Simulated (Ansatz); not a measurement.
Space group I4/m (No. 87). a = 6.405 Å, b = 6.405 Å, c = 4.009 Å, α = 90.00°, β = 90.00°, γ = 90.00°
```
atom site symmetry x y z
  Cr    2a     4/m..  0.0000  0.0000  0.0000
  Au    8h m..  0.2034  0.3978  0.0000
```

Equation of state of this CrAu$_{4}$ structure (not necessarily the ground state), with shape and atoms relaxed at each volume where symmetry leaves them free. It has no gap at any of these volumes. Level of theory: DFT PBEsol, scalar-relativistic, plane waves, PAW in Ansatz 0.2.0.

Plane waves to 420 eV, a k mesh through Γ of 10×10×10 on the computed 5-atom cell and Gaussian smearing (0.10 eV); collinear spin.

```csv
V (Å³/atom),E − E(largest V) (meV/atom),P (GPa)
14.968,55.73,19.55
15.461,7.94,11.72
15.955,-17.89,5.28
16.448,-25.73,0.01
16.942,-18.89,-4.30
17.435,0.00,-7.83
```

Question: Fit a third-order Birch–Murnaghan equation to E(V).

Answer: V0 = 16.45 Å³/atom, B0 = 159 GPa, B0' = 5.7.

Spin-orbit coupling is left out, which matters for the bands of heavy elements. Only parallel moments were tried here.

Cost: 6 runs of about 34 core-minutes in all, on Intel Xeon Platinum 8259CL (Skylake/Cascade Lake) (shared hosts).